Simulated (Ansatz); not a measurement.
Ga:
Space group I4/mmm (No. 139); a = 2.7731 Å, b = 2.7731 Å, c = 4.4487 Å, α = 90.00°, β = 90.00°, γ = 90.00°

```
atom  site  symmetry       x       y       z
----  ----  --------  ------  ------  ------
Ga      2a     4/mmm  0.0000  0.0000  0.0000
```
(The calculation used a cell of 1 atom; values per cell refer to that cell.)

Relaxed at zero pressure with LDA (plane waves, PAW; program Ansatz).

Question: The volume is lowered by 6 % and shape and atoms relax at that volume. What pressure results, and how do the axes share the change?

Answer: 4.7 GPa; a -1.9 %, b -1.9 %, c -2.3 %; the energy rises by 14 meV/atom.

Question: Give the new structure.

Answer: 
Space group I4/mmm (No. 139); a = b = 2.721 Å, c = 4.345 Å, α = β = γ = 90.00°

```json
[
 {"atom": "Ga", "site": "2a", "symmetry": "4/mmm", "x": "0.0000", "y": "0.0000", "z": "0.0000"}
]
```

The phase is kept; no other phase was compared at this pressure.

The first step of the workflow began from a Materials Project structure, measured or hypothetical; the Crystallography Open Database copy checked does not list it. It is not the phase usual at ambient conditions (space group No. 64). The cell was relaxed with LDA under the symmetry of its start; whether a distortion lowers the energy is not shown. Axis ratios of metals converge slowly with the k-mesh, so a and c are less sure than the volume.

Potentials: the earlier of the program's two PAW sets.
